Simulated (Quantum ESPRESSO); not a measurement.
Mo3WSe5S3, one run as intended and one with a planted mistake

Computed values, not a measurement. The program is pw.x of Quantum ESPRESSO 7.5 (plane-wave density functional theory). The cell is made up: 12 atoms on a layered 2H lattice, with randomly drawn elements, strain and displacements, not relaxed. PseudoDojo standard norm-conserving files (v0.5 for PBE, v0.4.1 for LDA and PBEsol) set the functional; there is no spin polarisation, spin-orbit coupling or dispersion term, and the masses in the input are unused placeholders.

Intended input:

```
&control calculation='scf', pseudo_dir='./dojo.nc.sr.pbe.v0_5.standard.upf', outdir='./o', disk_io='medium', tprnfor=.true., tstress=.true. /
&system ibrav=0, nat=12, ntyp=4, nbnd=83, ecutwfc=85.99341389, nosym=.true., tot_charge=0,
 occupations='smearing', smearing='fd', degauss=0.0018374661
/
&electrons conv_thr=7.350e-09, electron_maxstep=60, /
ATOMIC_SPECIES
Mo 1.0 Mo.upf
S 1.0 S.upf
Se 1.0 Se.upf
W 1.0 W.upf
CELL_PARAMETERS angstrom
3.2573 -0.0293 0.0117
-0.0507 5.5319 -0.0081
0.0468 -0.0187 13.0382
ATOMIC_POSITIONS angstrom
Mo -0.071 1.8748 3.202
Mo 1.6241 0.867 9.7962
Mo 1.5967 4.625 3.3475
W -0.041 3.7352 9.8082
Se -0.037 1.8005 8.177
Se 0.066 1.8423 11.3755
S 1.6315 0.8723 1.6329
Se 1.6569 0.9178 4.8575
S 1.6059 4.5203 8.1866
Se 1.6085 4.6176 11.3719
Se -0.0751 3.7091 1.5793
S 0.0064 3.7248 4.8852
K_POINTS automatic
7 4 2 1 1 1
```

The log is shortened where brackets say so; the opening notice, blank lines, dates and the lines on written files are dropped, and the path of the files is cut. It prints rydbergs, bohrs and kilobars, and counts compression as positive stress. Where no state is partly filled, the Fermi energy that it prints is only some level between the filled and the empty states on the mesh, and need not lie in the true gap.

Log of the intended run:

```
     Program PWSCF v.7.5
     Parallel version (MPI & OpenMP), running on       1 processor cores
     Number of MPI processes:                 1
     Threads/MPI process:                     1
     [start-up lines left out]
     bravais-lattice index     =            0
     lattice parameter (alat)  =       6.1557  a.u.
     unit-cell volume          =    1585.2729 (a.u.)^3
     number of atoms/cell      =           12
     number of atomic types    =            4
     number of electrons       =       154.00
     number of Kohn-Sham states=           83
     kinetic-energy cutoff     =      85.9934  Ry
     charge density cutoff     =     343.9737  Ry
     scf convergence threshold =      7.3E-09
     mixing beta               =       0.7000
     number of iterations used =            8  plain     mixing
     Exchange-correlation= PBE
                           (   1   4   3   4   0   0   0)
     [axes and pseudopotential details left out]
   Cartesian axes
     site n.     atom                  positions (alat units)
         1        Mo     tau(   1) = (  -0.0217962   0.5755417   0.9829766  )
         2        Mo     tau(   2) = (   0.4985798   0.2661589   3.0073191  )
         3        Mo     tau(   3) = (   0.4901683   1.4198210   1.0276434  )
         4        W      tau(   4) = (  -0.0125865   1.1466628   3.0110030  )
         5        Se     tau(   5) = (  -0.0113586   0.5527325   2.5102436  )
         6        Se     tau(   6) = (   0.0202612   0.5655646   3.4921458  )
         7        S      tau(   7) = (   0.5008515   0.2677859   0.5012812  )
         8        Se     tau(   8) = (   0.5086490   0.2817539   1.4911958  )
         9        S      tau(   9) = (   0.4929926   1.3876794   2.5131907  )
        10        Se     tau(  10) = (   0.4937907   1.4175493   3.4910406  )
        11        Se     tau(  11) = (  -0.0230548   1.1386504   0.4848267  )
        12        S      tau(  12) = (   0.0019647   1.1434701   1.4996994  )
     number of k points=    28  Fermi-Dirac smearing, width (Ry)=  0.0018
                       cart. coord. in units 2pi/alat
        k(    1) = (   0.0718770   0.0743561   0.0623084), wk =   0.0714286
        k(    2) = (   0.0723241   0.0741773  -0.0626130), wk =   0.0714286
     [further k points left out]
     Dense  grid:   170715 G-vectors     FFT dimensions: (  40,  64, 150)
     Estimated max dynamical RAM per process >     338.93 MB
     Initial potential from superposition of free atoms
     starting charge     153.9947, renormalised to     154.0000
     Starting wfcs are   97 randomized atomic wfcs
     total cpu time spent up to now is       64.7 secs
     per-process dynamical memory:   188.4 Mb
     Self-consistent Calculation
     iteration #  1     ecut=    85.99 Ry     beta= 0.70
     Davidson diagonalization with overlap
     ethr =  1.00E-02,  avg # of iterations =  2.0
     Threshold (ethr) on eigenvalues was too large:
     Diagonalizing with lowered threshold
     Davidson diagonalization with overlap
     ethr =  7.69E-04,  avg # of iterations =  2.0
     total cpu time spent up to now is      242.4 secs
     total energy              =   -1851.64645817 Ry
     estimated scf accuracy    <       1.21774613 Ry
     iteration #  2     ecut=    85.99 Ry     beta= 0.70
     Davidson diagonalization with overlap
     ethr =  7.91E-04,  avg # of iterations =  9.1
     total cpu time spent up to now is      400.4 secs
     total energy              =   -1848.97538718 Ry
     estimated scf accuracy    <      30.20931942 Ry
     [iterations 3 to 20 left out]
     iteration # 21     ecut=    85.99 Ry     beta= 0.70
     Davidson diagonalization with overlap
     ethr =  7.31E-11,  avg # of iterations =  5.2
     total cpu time spent up to now is     2814.2 secs
     total energy              =   -1852.31864396 Ry
     estimated scf accuracy    <       0.00000003 Ry
     iteration # 22     ecut=    85.99 Ry     beta= 0.70
     Davidson diagonalization with overlap
     ethr =  1.99E-11,  avg # of iterations =  3.2
     total cpu time spent up to now is     2937.6 secs
     End of self-consistent calculation
     [lines on levels left out]
     the Fermi energy is    12.5155 ev
!    total energy              =   -1852.31864395 Ry
     estimated scf accuracy    <          6.9E-09 Ry
     smearing contrib. (-TS)   =      -0.00000000 Ry
     internal energy E=F+TS    =   -1852.31864395 Ry
     The total energy is F=E-TS. E is the sum of the following terms:
     one-electron contribution =   -1095.87512691 Ry
     hartree contribution      =     600.88751151 Ry
     xc contribution           =    -356.55758035 Ry
     ewald contribution        =   -1000.77344821 Ry
     convergence has been achieved in  22 iterations
     Forces acting on atoms (cartesian axes, Ry/au):
     atom    1 type  1   force =     0.06241077   -0.01381049   -0.00738750
     atom    2 type  1   force =     0.01561735    0.00754488   -0.06679714
     atom    3 type  1   force =    -0.00379919   -0.04664012   -0.08505138
     atom    4 type  4   force =     0.01851225   -0.03385771   -0.11091216
     atom    5 type  3   force =     0.01552580    0.01539896   -0.04836784
     atom    6 type  3   force =    -0.03299322    0.00128022    0.07701433
     atom    7 type  2   force =    -0.01807503    0.00916203    0.04593833
     atom    8 type  3   force =    -0.03516227    0.04689346    0.07683359
     atom    9 type  2   force =    -0.00652230    0.02160619    0.02324351
     atom   10 type  3   force =    -0.00985052   -0.01178006    0.12392932
     atom   11 type  3   force =     0.01197218    0.02187629   -0.00134114
     atom   12 type  2   force =    -0.01763583   -0.01767364   -0.02710191
     Total force =     0.269149     Total SCF correction =     0.000462
     Computing stress (Cartesian axis) and pressure
          total   stress  (Ry/bohr**3)                   (kbar)     P=       70.58
   0.00031992   0.00010023  -0.00019185           47.06       14.74      -28.22
   0.00010023   0.00058761  -0.00009755           14.74       86.44      -14.35
  -0.00019185  -0.00009755   0.00053180          -28.22      -14.35       78.23
     init_run     :     60.10s CPU     64.63s WALL (       1 calls)
     electrons    :   2774.54s CPU   2872.94s WALL (       1 calls)
     forces       :     17.05s CPU     17.35s WALL (       1 calls)
     stress       :     66.27s CPU     68.52s WALL (       1 calls)
     [timing details left out]
     PWSCF        :  48m38.37s CPU  50m24.73s WALL
     JOB DONE.
```

A second run has one planted mistake: the cell and the positions are scaled by a wrong factor. The input lines that differ, file-writing options aside:

```
- 3.2573 -0.0293 0.0117
+ 3.2843 -0.0295 0.0118
- -0.0507 5.5319 -0.0081
+ -0.0511 5.5778 -0.0082
- 0.0468 -0.0187 13.0382
+ 0.0472 -0.0189 13.1464
- Mo -0.071 1.8748 3.202
+ Mo -0.0716 1.8904 3.2286
- Mo 1.6241 0.867 9.7962
+ Mo 1.6376 0.8742 9.8775
- Mo 1.5967 4.625 3.3475
+ Mo 1.61 4.6634 3.3753
- W -0.041 3.7352 9.8082
+ W -0.0413 3.7662 9.8896
- Se -0.037 1.8005 8.177
+ Se -0.0373 1.8154 8.2449
- Se 0.066 1.8423 11.3755
+ Se 0.0665 1.8576 11.4699
- S 1.6315 0.8723 1.6329
+ S 1.645 0.8795 1.6465
- Se 1.6569 0.9178 4.8575
+ Se 1.6707 0.9254 4.8978
- S 1.6059 4.5203 8.1866
+ S 1.6192 4.5578 8.2545
- Se 1.6085 4.6176 11.3719
+ Se 1.6219 4.6559 11.4663
- Se -0.0751 3.7091 1.5793
+ Se -0.0757 3.7399 1.5924
- S 0.0064 3.7248 4.8852
+ S 0.0065 3.7557 4.9257
```

Its log:

```
     Program PWSCF v.7.5
     Parallel version (MPI & OpenMP), running on       4 processor cores
     Number of MPI processes:                 4
     Threads/MPI process:                     1
     [start-up lines left out]
     bravais-lattice index     =            0
     lattice parameter (alat)  =       6.2067  a.u.
     unit-cell volume          =    1625.0510 (a.u.)^3
     number of atoms/cell      =           12
     number of atomic types    =            4
     number of electrons       =       154.00
     number of Kohn-Sham states=           83
     kinetic-energy cutoff     =      85.9934  Ry
     charge density cutoff     =     343.9737  Ry
     scf convergence threshold =      7.3E-09
     mixing beta               =       0.7000
     number of iterations used =            8  plain     mixing
     Exchange-correlation= PBE
                           (   1   4   3   4   0   0   0)
     [axes and pseudopotential details left out]
   Cartesian axes
     site n.     atom                  positions (alat units)
         1        Mo     tau(   1) = (  -0.0217997   0.5755600   0.9829945  )
         2        Mo     tau(   2) = (   0.4985913   0.2661630   3.0073495  )
         3        Mo     tau(   3) = (   0.4901881   1.4198404   1.0276595  )
         4        W      tau(   4) = (  -0.0125744   1.1466747   3.0110335  )
         5        Se     tau(   5) = (  -0.0113565   0.5527251   2.5102805  )
         6        Se     tau(   6) = (   0.0202469   0.5655735   3.4921789  )
         7        S      tau(   7) = (   0.5008443   0.2677766   0.5013010  )
         8        Se     tau(   8) = (   0.5086691   0.2817516   1.4912069  )
         9        S      tau(   9) = (   0.4929891   1.3876889   2.5132034  )
        10        Se     tau(  10) = (   0.4938112   1.4175569   3.4910829  )
        11        Se     tau(  11) = (  -0.0230480   1.1386673   0.4848295  )
        12        S      tau(  12) = (   0.0019790   1.1434778   1.4997015  )
     number of k points=    28  Fermi-Dirac smearing, width (Ry)=  0.0018
                       cart. coord. in units 2pi/alat
        k(    1) = (   0.0718759   0.0743556   0.0623080), wk =   0.0714286
        k(    2) = (   0.0723231   0.0741760  -0.0626122), wk =   0.0714286
     [further k points left out]
     Dense  grid:   175167 G-vectors     FFT dimensions: (  40,  64, 150)
     Estimated max dynamical RAM per process >     540.45 MB
     Estimated total dynamical RAM >       1.99 GB
     Initial potential from superposition of free atoms
     starting charge     153.9947, renormalised to     154.0000
     Starting wfcs are   97 randomized atomic wfcs
     total cpu time spent up to now is       10.8 secs
     per-process dynamical memory:   388.9 Mb
     Self-consistent Calculation
     iteration #  1     ecut=    85.99 Ry     beta= 0.70
     Davidson diagonalization with overlap
     ethr =  1.00E-02,  avg # of iterations =  2.0
     Threshold (ethr) on eigenvalues was too large:
     Diagonalizing with lowered threshold
     Davidson diagonalization with overlap
     ethr =  8.37E-04,  avg # of iterations =  2.0
     total cpu time spent up to now is       54.2 secs
     total energy              =   -1851.58512459 Ry
     estimated scf accuracy    <       1.31735182 Ry
     iteration #  2     ecut=    85.99 Ry     beta= 0.70
     Davidson diagonalization with overlap
     ethr =  8.55E-04,  avg # of iterations = 10.1
     total cpu time spent up to now is       92.0 secs
     total energy              =   -1848.49464667 Ry
     estimated scf accuracy    <      36.64578550 Ry
     [iterations 3 to 21 left out]
     iteration # 22     ecut=    85.99 Ry     beta= 0.70
     Davidson diagonalization with overlap
     ethr =  1.24E-11,  avg # of iterations =  5.5
     total cpu time spent up to now is      614.3 secs
     total energy              =   -1852.33272500 Ry
     estimated scf accuracy    <       0.00000002 Ry
     iteration # 23     ecut=    85.99 Ry     beta= 0.70
     Davidson diagonalization with overlap
     ethr =  1.15E-11,  avg # of iterations =  2.3
     total cpu time spent up to now is      635.9 secs
     End of self-consistent calculation
     [lines on levels left out]
     the Fermi energy is    12.1707 ev
!    total energy              =   -1852.33272500 Ry
     estimated scf accuracy    <          3.0E-09 Ry
     smearing contrib. (-TS)   =      -0.00000000 Ry
     internal energy E=F+TS    =   -1852.33272500 Ry
     The total energy is F=E-TS. E is the sum of the following terms:
     one-electron contribution =   -1108.23499236 Ry
     hartree contribution      =     604.74663060 Ry
     xc contribution           =    -356.30874550 Ry
     ewald contribution        =    -992.53561775 Ry
     convergence has been achieved in  23 iterations
     Forces acting on atoms (cartesian axes, Ry/au):
     atom    1 type  1   force =     0.05795002   -0.01336303   -0.00741734
     atom    2 type  1   force =     0.01502502    0.00642674   -0.06264271
     atom    3 type  1   force =    -0.00390741   -0.04269793   -0.07961884
     atom    4 type  4   force =     0.01794557   -0.03217475   -0.10448489
     atom    5 type  3   force =     0.01430841    0.01496931   -0.03106538
     atom    6 type  3   force =    -0.03128642    0.00202666    0.05818801
     atom    7 type  2   force =    -0.01649696    0.00933101    0.05740676
     atom    8 type  3   force =    -0.03261558    0.04304130    0.05779269
     atom    9 type  2   force =    -0.00632161    0.02044058    0.03725961
     atom   10 type  3   force =    -0.00940931   -0.01150929    0.10110300
     atom   11 type  3   force =     0.01120564    0.01944911    0.01321032
     atom   12 type  2   force =    -0.01639738   -0.01593970   -0.03973123
     Total force =     0.242852     Total SCF correction =     0.000420
     Computing stress (Cartesian axis) and pressure
          total   stress  (Ry/bohr**3)                   (kbar)     P=       34.20
   0.00009238   0.00009304  -0.00017763           13.59       13.69      -26.13
   0.00009304   0.00034273  -0.00009033           13.69       50.42      -13.29
  -0.00017763  -0.00009033   0.00026245          -26.13      -13.29       38.61
     init_run     :     10.28s CPU     10.67s WALL (       1 calls)
     electrons    :    613.97s CPU    625.09s WALL (       1 calls)
     forces       :      4.24s CPU      4.41s WALL (       1 calls)
     stress       :     13.78s CPU     14.16s WALL (       1 calls)
     [timing details left out]
     PWSCF        :  10m42.52s CPU  10m54.75s WALL
     JOB DONE.
```

```
                                            intended run  run with the mistake
                          free energy (eV)    -25202.079            -25202.271
                    smearing term -TS (eV)        0.0000                0.0000
                            pressure (GPa)          7.06                  3.42
            largest force component (eV/Å)         3.186                 2.686
largest change of a force component (eV/Å)                               0.587
                                iterations            22                    23
```

For scale, a rerun of the intended cell at a cutoff of 1467 eV and k mesh 9 x 6 x 4 moved values by no more than 0.002 eV in energy, 0.02 GPa in stress and 0.007 eV/Å in force.